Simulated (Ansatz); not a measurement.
Input deck for Ansatz 0.2.0, then the block of the output on the nuclei.

The start is an entry of the Crystallography Open Database (COD).

```yaml
crystal:
  lattice:
    - [2.9499978604, 0.0, 0.0]
    - [-1.4749989302, 2.5547730882, 0.0]
    - [0.0, 0.0, 4.686]
  atoms:
    - { symbol: Ti, position: [0.3333333333, 0.6666666667, 0.25] }
    - { symbol: Ti, position: [0.6666666667, 0.3333333333, 0.75] }
kpoints:
  mp_grid: { grid: [18, 18, 10] }
scf:
  occupations: { method: fermi_dirac, width: 0.05 }
hamiltonian:
  xc: pbe
  pseudopotentials: { kind: paw }
output:
  forces: true
  stress: true
  populations: true
  efg: { quadrupole_moments_barn: { Ti: 0.247 }, contact_densities: true }
relax:
  f_tol: 0.02
  max_steps: 60
```

```sh
ansatz run input.yaml --threads 1 --pin off --max-ram 3072MiB --backend cpu --events-out ev --progress --plain --runs-dir out
```

The run relaxes the ions first, and the block belongs to the relaxed positions.

Of the output, the block on the nuclei alone is shown; the set-up, the SCF iterations, energies, forces and stress are cut. One atom of each set with nearly equal values is shown.

```
--- PAW observables at the nuclei: V_zz in 10²¹ V/m², potentials from the cell's mean, atoms counted from 1 ---
  atom   1  Ti V_zz =    +1.863977   η = 0.0000   by run symmetry: allowed   C_q = +11.1325 MHz
            electrostatic potential = -2530.911025 V   contact ρ = 56791.426243 e/Å³
```

The relaxation (1 step) took 3 s of wall time (2.9 s of CPU time) and 0.49 GiB at its peak, on 1 thread of AMD EPYC 9R45 (Zen 5) (x86_64; 16 cores open to the job, memory cap 3.0 GiB, no GPU), a shared host with a load of 0.3 a core.

The run finds no gap above 0.1 eV (a metal, or nearly one), so the gradients can move by 10 % or more with the k-mesh.
